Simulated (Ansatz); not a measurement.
BAs: which shells make which states

```
CELL_PARAMETERS angstrom
0.00000 2.40466 2.40466
2.40466 0.00000 2.40466
2.40466 2.40466 0.00000
ATOMIC_POSITIONS crystal
B 0.00000 0.00000 0.00000
As 0.25000 0.25000 0.25000
```

Atoms are numbered in the order listed.

Conventional cell: a = 4.809 Å, b = 4.809 Å, c = 4.809 Å, α = 90.00°, β = 90.00°, γ = 90.00°. B (atom 1) has 4 As at 2.08 Å as nearest neighbours. As (atom 2) has 4 B at 2.08 Å as nearest neighbours.

The structure comes from a relaxation in the same program, started in the zincblende type, and has space group F-43m. Whether it is a known phase or the ground state wasn't checked.

Theory: DFT, PBE, all-electron LAPW, scalar-relativistic in Ansatz 0.2.0.

Settings: a Γ-centred 15×15×15 k mesh, Fermi–Dirac smearing of 0.08 eV, basis error target 0.25 meV/atom, no spin polarisation.

Weights are projections on a minimal set of Löwdin-orthogonalised atomic shells, summed over atoms of an element; the rest lies outside that basis, and weights on diffuse cation s shells are inflated where empty shells are missing from it. Energies are in eV from the valence-band top.

Points: X (-0.500, -0.500, 0.000), U (-0.375, -0.375, 0.250).

| state | character |
| --- | --- |
| X, -11.14 eV | ? |
| X, -8.40 eV | ? |
| X, -3.99 eV (×2) | As 4p 52 %, B 2p 48 % |
| U, -11.19 eV | As 4s 65 %, B 2p 30 % |
| U, -8.04 eV | ? |
| U, -5.81 eV | ? |
| U, -3.41 eV | As 4p 52 %, B 2p 48 % |

Task: What belongs in the row "U, -8.04 eV", column "character"?

Result: As 4p 51 %, B 2s 44 %.

Task: Give the missing entry: row "X, -8.40 eV", column "character".

Result: As 4p 56 %, B 2s 43 %.

Task: Give the missing entry: row "U, -5.81 eV", column "character".

Result: As 4p 54 %, B 2p 45 %.

Task: Fill in "character" for the row "X, -11.14 eV".

Result: As 4s 65 %, B 2p 35 %.
